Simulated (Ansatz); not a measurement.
NbAs:
```cif
data_As2Nb2
_chemical_formula_sum 'Nb2 As2'
_space_group_name_H-M_alt 'P 1'
_space_group_IT_number 1
_cell_length_a 6.36792
_cell_length_b 6.36792
_cell_length_c 6.36792
_cell_angle_alpha 148.347
_cell_angle_beta 148.347
_cell_angle_gamma 45.374
loop_
_space_group_symop_operation_xyz
  'x, y, z'
loop_
_atom_site_label
_atom_site_type_symbol
_atom_site_fract_x
_atom_site_fract_y
_atom_site_fract_z
_atom_site_occupancy
Nb1 Nb 0.99889 0.99889 0.00000 1
Nb2 Nb 0.74889 0.24889 0.50000 1
As1 As 0.41711 0.41711 0.00000 1
As2 As 0.16711 0.66711 0.50000 1
```

Relaxed with PBE.

Q: Which orbitals make up the states near the Fermi level in plane-wave PAW PBE (Ansatz code)?

A: Within 0.5 eV of the Fermi level: Nb 4d 85 %, As 4p 11 %. Projections are on Löwdin-orthogonalised atomic valence shells; empty p or d shells of many metals are not among them.

Q: Tabulate the density of states.

A: States/eV per cell of 4 atoms, in 0.25 eV bins, energy from the Fermi level.

| E (eV) | total | Nb 4d | As 4p | As 4s |
|---|---|---|---|---|
| -7.85 | 0.00 | 0.00 | 0.00 | 0.00 |
| -7.60 | 0.00 | 0.00 | 0.00 | 0.00 |
| -7.35 | 0.00 | 0.00 | 0.00 | 0.00 |
| -7.10 | 0.00 | 0.00 | 0.00 | 0.00 |
| -6.85 | 0.00 | 0.00 | 0.00 | 0.00 |
| -6.60 | 0.00 | 0.00 | 0.00 | 0.00 |
| -6.35 | 0.00 | 0.00 | 0.00 | 0.00 |
| -6.10 | 0.64 | 0.13 | 0.36 | 0.02 |
| -5.85 | 1.25 | 0.30 | 0.71 | 0.03 |
| -5.60 | 1.67 | 0.48 | 0.94 | 0.04 |
| -5.35 | 2.49 | 0.77 | 1.42 | 0.04 |
| -5.10 | 4.07 | 1.43 | 2.27 | 0.06 |
| -4.85 | 2.26 | 0.81 | 1.23 | 0.05 |
| -4.60 | 1.36 | 0.45 | 0.76 | 0.05 |
| -4.35 | 1.78 | 0.58 | 1.04 | 0.05 |
| -4.10 | 2.38 | 0.82 | 1.37 | 0.05 |
| -3.85 | 2.57 | 0.93 | 1.44 | 0.06 |
| -3.60 | 2.99 | 1.10 | 1.67 | 0.06 |
| -3.35 | 2.87 | 1.19 | 1.51 | 0.05 |
| -3.10 | 3.31 | 1.49 | 1.68 | 0.03 |
| -2.85 | 3.56 | 1.53 | 1.88 | 0.02 |
| -2.60 | 4.39 | 1.99 | 2.23 | 0.02 |
| -2.35 | 4.24 | 2.09 | 2.00 | 0.02 |
| -2.10 | 3.12 | 1.76 | 1.26 | 0.01 |
| -1.85 | 2.03 | 1.21 | 0.74 | 0.01 |
| -1.60 | 1.12 | 0.74 | 0.34 | 0.01 |
| -1.35 | 2.63 | 2.05 | 0.42 | 0.02 |
| -1.10 | 3.22 | 2.64 | 0.36 | 0.02 |
| -0.85 | 4.11 | 3.37 | 0.40 | 0.03 |
| -0.60 | 4.27 | 3.48 | 0.51 | 0.03 |
| -0.35 | 1.29 | 1.05 | 0.18 | 0.01 |
| -0.10 | 0.37 | 0.31 | 0.05 | 0.00 |
| 0.15 | 1.10 | 0.99 | 0.08 | 0.01 |
| 0.40 | 1.84 | 1.60 | 0.19 | 0.01 |
| 0.65 | 1.97 | 1.70 | 0.20 | 0.02 |
| 0.90 | 2.27 | 1.99 | 0.19 | 0.02 |
| 1.15 | 3.01 | 2.63 | 0.24 | 0.03 |
| 1.40 | 2.90 | 2.47 | 0.27 | 0.05 |
| 1.65 | 2.90 | 2.39 | 0.30 | 0.09 |
| 1.90 | 3.37 | 2.65 | 0.45 | 0.13 |
| 2.15 | 4.09 | 3.30 | 0.43 | 0.17 |
| 2.40 | 4.11 | 3.01 | 0.60 | 0.25 |
| 2.65 | 5.13 | 3.59 | 0.86 | 0.37 |
| 2.90 | 3.41 | 2.16 | 0.74 | 0.30 |
| 3.15 | 3.19 | 1.86 | 0.72 | 0.37 |
| 3.40 | 4.28 | 2.41 | 1.06 | 0.46 |
| 3.65 | 3.37 | 1.80 | 0.94 | 0.29 |

Space group I4_1md. The PBE relaxation kept the symmetry of its start. No spin polarisation was allowed. A small band overlap can be real or an error of a semilocal functional. Spin–orbit coupling is left out wherever it is not named.

Potentials: the later of the program's two PAW sets.
